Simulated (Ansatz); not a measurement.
ZnSe:
```xyz
8
Lattice="6.5087 0.0000 0.0000 0.0000 4.1234 0.0000 0.0000 0.0000 6.9250" Properties=species:S:1:pos:R:3 pbc="T T T"
Zn     0.9159     1.0309     6.1579
Zn     2.3385     3.0926     2.6953
Zn     5.5929     3.0926     0.7672
Zn     4.1703     1.0309     4.2297
Se     4.9397     1.0309     6.5183
Se     4.8234     3.0926     3.0558
Se     1.5691     3.0926     0.4067
Se     1.6853     1.0309     3.8692
```

Relaxed with r²SCAN+D4. Special points in fractions of this cell's reciprocal vectors: Γ (0.000, 0.000, 0.000); X (0.500, 0.000, 0.000); S (0.500, 0.500, 0.000); Y (0.000, 0.500, 0.000); Z (0.000, 0.000, 0.500); U (0.500, 0.000, 0.500); R (0.500, 0.500, 0.500); T (0.000, 0.500, 0.500).

### Question
List the band energies nearest the valence-band maximum at these points for the program Ansatz at the r²SCAN+D4 level (PAW).

### Answer
In eV from the valence-band maximum; about four levels below and three above (degenerate sets whole), none deeper than 8.9 eV; points with the same levels are listed once.

| k | below | above |
|---|---|---|
| Γ | -0.91 -0.28 -0.18 0.00 | 2.02 2.13 2.83 |
| X | -0.60 -0.60 -0.54 -0.54 | 2.53 2.53 3.51 3.51 |
| S | -1.19 -1.19 -1.19 -1.19 | 4.61 4.61 4.61 4.61 |
| Y | -1.74 -1.74 -1.32 -1.32 | 4.23 4.23 5.39 5.39 |
| Z | -0.73 -0.73 -0.51 -0.51 | 3.23 3.23 3.91 3.91 |
| U | -1.10 -1.10 -0.99 -0.99 | 3.40 3.40 4.33 4.33 |
| R | -1.25 -1.25 -1.25 -1.25 | 3.20 3.20 3.20 3.20 |
| T | -1.24 -1.24 -1.13 -1.13 | 3.04 3.04 4.01 4.01 |

Space group Pnma. The start of the workflow was typed in or built on a structure type; neither database checked (COD, Materials Project) lists it. It is not the phase usual at ambient conditions (space group No. 216). Symmetry was held in the r²SCAN+D4 relaxation; its stability against distortions is not shown here. Scalar-relativistic: spin–orbit coupling is off unless named, which matters more the heavier the elements.

Potentials: the later of the program's two PAW sets.
